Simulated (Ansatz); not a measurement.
LaTiO$_{3}$ (cubic perovskite)

```
CELL_PARAMETERS angstrom
      7.74431     0.00000     0.00000
      0.00000     3.87216     0.00000
      0.00000     0.00000     3.87216
ATOMIC_POSITIONS crystal
  La 0.00000 0.00000 0.00000
  La 0.50000 0.00000 0.00000
  Ti 0.25000 0.50000 0.50000
  Ti 0.75000 0.50000 0.50000
  O  0.00000 0.50000 0.50000
  O  0.50000 0.50000 0.50000
  O  0.25000 0.00000 0.50000
  O  0.75000 0.00000 0.50000
  O  0.25000 0.50000 0.00000
  O  0.75000 0.50000 0.00000
```

A phonon eigenvector at X = (0.5, 0.0, 0.0) is frozen into this cell: atom i moves by Q times the vector below, so Q is the largest atomic displacement, in Å. The cell is held. It is one choice among 2 degenerate patterns. (q is in reciprocal vectors of the primitive cell; the cell shown is doubled to hold the pattern.)

| atom | x | y | z |
|---|---|---|---|
| Ti3 | 0.000 | 0.000 | 0.668 |
| Ti4 | 0.000 | 0.000 | -0.668 |
| O7 | 0.000 | 0.000 | 1.000 |
| O8 | 0.000 | 0.000 | -1.000 |
| O9 | 0.000 | 0.000 | 0.618 |
| O10 | 0.000 | 0.000 | -0.618 |

Atoms not listed stay in place.

Level of theory: LDA (plane waves to 420 eV, PAW, scalar-relativistic; Ansatz, a program for electronic structure). k mesh 6×12×12 (Γ-centred), Fermi-Dirac smearing 0.05 eV. The energy includes the smearing's −TS. With partly filled bands, energies and forces of such displacements shift with the k mesh and the smearing. LaTiO3 is run without spin polarisation and with no Hubbard U. LaTiO3 was relaxed with its symmetry unable to fall. This is one of several known forms of LaTiO3; the measured ambient cells at hand have space group No. 62. ΔE is measured from the undisplaced structure. The last digit holds for this mesh only.

```tsv
Q (Å)	ΔE (meV/cell)
-0.1000	36.05
-0.0833	withheld
-0.0667	15.95
-0.0500	8.96
-0.0333	3.97
-0.0167	0.99
0.0000	0.00
0.0167	0.99
0.0333	3.97
0.0500	8.96
0.0667	15.95
0.0833	withheld
0.1000	36.05
```

Fit an even polynomial form (powers 2, 4) to the given rows and predict ΔE at Q = -0.0833.

Least squares on the 11 given rows: ΔE = (3572)·Q² + (3247)·Q⁴, in meV/cell with Q in Å; root-mean-square residual 0.006 meV/cell. At -0.0833 the fit gives 24.94 meV/cell; the calculation gives 24.97 meV/cell, so the interpolation is off by -0.03 (-0.1 %). The quadratic term alone would give 24.79 meV/cell.

(A displaced cell: forces are minus the slopes of the energy, force constants its curvatures, and phonons follow from these.)
